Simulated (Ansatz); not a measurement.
Si4N: rattling a relaxed structure

The cell was found from a proposed guess, not taken from experiment.

Method: DFT PBE, scalar-relativistic, plane waves, PAW in Ansatz 0.2.0. Settings: cutoff 420 eV, Γ-centred mesh 12×12×4 on the computed 5-atom cell, Gaussian smearing of 0.10 eV; no spin polarisation.

The cell below (5 atoms, space group P-6m2 (No. 187)) is relaxed within its symmetry.

```yaml
crystal:
  lattice:
    - [3.82088, 0.00000, 0.00000]
    - [-1.91044, 3.30898, 0.00000]
    - [0.00000, 0.00000, 7.50152]
  atoms:
    - { symbol: Si, position: [0.00000, 0.00000, 0.78065] }
    - { symbol: Si, position: [0.00000, 0.00000, 0.21935] }
    - { symbol: Si, position: [0.33333, 0.66667, 0.34434] }
    - { symbol: Si, position: [0.33333, 0.66667, 0.65566] }
    - { symbol: N, position: [0.00000, 0.00000, 0.00000] }
```

For the test a repeat of it with 10 atoms (edges 3.82, 3.82, 15.00 Å) was strained at random (σ = 1.5 % a component), the atoms were moved at random (σ = 0.15 Å), and all was relaxed again on a coarse 6×6×2 mesh (in the run’s order of axes) with 0.20 eV smearing, with no symmetry imposed.

Question: What happens?

Answer: It returns, within 1 meV/atom of the unmoved cell on that mesh and with the same symmetry when read at 0.1 Å. No instability shows in this cell; modes of other wave vectors, which need another repeat, aren't tested.
